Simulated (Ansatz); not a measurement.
Cs₂ScAgCl₆:
```cif
data_Ag4Cl24Cs8Sc4
_chemical_formula_sum 'Cs8 Sc4 Ag4 Cl24'
_space_group_name_H-M_alt 'Fm-3m'
_space_group_IT_number 225
_space_group_name_Hall '-F 4 2 3'
_cell_length_a 10.46860
_cell_length_b 10.46860
_cell_length_c 10.46860
_cell_angle_alpha 90.000
_cell_angle_beta 90.000
_cell_angle_gamma 90.000
loop_
_atom_site_label
_atom_site_type_symbol
_atom_site_symmetry_multiplicity
_atom_site_Wyckoff_symbol
_atom_site_fract_x
_atom_site_fract_y
_atom_site_fract_z
_atom_site_occupancy
Cs1 Cs 8 c 0.25000 0.25000 0.25000 1
Sc1 Sc 4 a 0.00000 0.00000 0.00000 1
Ag1 Ag 4 b 0.50000 0.50000 0.50000 1
Cl1 Cl 24 e 0.00000 0.00000 0.23855 1
```
(The calculation used a cell of 10 atoms; values per cell refer to that cell.)

Relaxed with r²SCAN. Independent-particle spectrum: no excitons, no local fields, no scissors shift; 0.1 eV broadening; ε₁ of the summed bands alone.

Task: Tabulate the dielectric function from DFT-r²SCAN in the program Ansatz with PAW potentials.

Result: 

| E (eV) | ε₁ xx | ε₂ xx |
|---|---|---|
| 0.0 | 3.38 | 0.00 |
| 0.4 | 3.38 | 0.00 |
| 0.8 | 3.40 | 0.00 |
| 1.2 | 3.44 | 0.00 |
| 1.6 | 3.49 | 0.00 |
| 2.0 | 3.57 | 0.00 |
| 2.4 | 3.67 | 0.00 |
| 2.8 | 3.83 | 0.00 |
| 3.2 | 4.06 | 0.00 |
| 3.6 | 4.64 | 0.07 |
| 4.0 | 4.48 | 0.29 |
| 4.4 | 5.83 | 0.97 |
| 4.8 | 5.32 | 3.06 |
| 5.2 | 2.29 | 5.80 |
| 5.6 | 1.30 | 2.05 |
| 6.0 | 2.20 | 1.14 |
| 6.4 | 2.92 | 0.74 |
| 6.8 | 3.48 | 1.70 |
| 7.2 | 3.14 | 1.43 |
| 7.6 | 3.62 | 1.56 |
| 8.0 | 4.16 | 1.99 |
| 8.4 | 3.52 | 3.39 |
| 8.8 | 2.27 | 3.16 |
| 9.2 | 3.00 | 2.56 |
| 9.6 | 2.30 | 3.52 |
| 10.0 | 1.36 | 3.24 |
| 10.4 | 1.36 | 2.74 |
| 10.8 | 1.84 | 2.57 |
| 11.2 | 1.53 | 2.49 |
| 11.6 | 1.43 | 2.47 |
| 12.0 | 1.88 | 2.29 |

Task: From ε at 4.6 eV (xx: 6.18 + 2.20i), find n, k, the normal reflectivity and the absorption coefficient.

Result: n = 2.52, k = 0.436, R = 20 %, α = 2kE/ħc = 200000 cm⁻¹.

With all bands, ε∞ without local fields is 3.46.

The workflow started from a Materials Project entry (that database holds measured and hypothetical structures alike); the Crystallography Open Database copy checked does not list it. Its standing as an ambient phase is unchecked. The r²SCAN relaxation kept the symmetry of its start; its stability against distortions is not shown here. The run is not spin-polarised. Scalar-relativistic: spin–orbit coupling is off unless named, which matters more the heavier the elements.

Potentials: the later of the program's two PAW sets.
